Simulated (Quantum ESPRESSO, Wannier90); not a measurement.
# Tight-binding from DFT: NaCl (rock salt)

```
NaCl
1.0
    0.00000     2.79406     2.79406
    2.79406     0.00000     2.79406
    2.79406     2.79406     0.00000
Na Cl
1 1
Direct
  0.00000   0.00000   0.00000
  0.50000   0.50000   0.50000
```

Materials Project entry mp-22862; symmetrised, unrelaxed at this level. COD (Crystallography Open Database) has an entry of this formula and space group (matched by these alone). Computed values, not measurements, from PBE: Quantum ESPRESSO (norm-conserving PseudoDojo potentials, cutoff 71 Ry, no spin polarisation, no spin-orbit coupling) on a Γ-centred 10×10×10 mesh, then Wannier90. Density: 10×10×10 mesh, cold smearing 0.01 Ry.

Valence charges of the files: Na 9, Cl 7. 19 bands were computed.

Isolated groups of bands, relative to the valence-band maximum (bands from 9 on overlap up to the last one computed):

```tsv
bands	from (eV)	to (eV)	filling	weight on atomic waves
1	-48.89	-48.89	filled	Na 2s 100 %
2–4	-20.84	-20.80	filled	Na 2p 100 %
5	-12.72	-12.29	filled	Cl 3s 93 %, Na 3s 6 %
6–8	-2.00	0.00	filled	Cl 3p 96 %
```

Wanted is a model with the orbitals Na s p, Cl s p, without the filled groups that are mainly made of other shells (semicore states, and anion s where it isn't named); all higher bands stay in for disentanglement.

Question: Give num_wann, exclude_bands and num_bands, and the number of electrons that the model holds.

Answer: Electrons: 1×9 + 1×7 = 16, which fill 8 bands.
num_wann = 1×4 + 1×4 = 8.
exclude_bands = 1-4, 4 bands, so num_bands = 19 − 4 = 15.
The model holds 16 − 2×4 = 8 electrons. With the window frozen to 6.72 eV it follows pw.x to 0.8 meV rms (states up to 6.2 eV relative to the valence-band maximum).
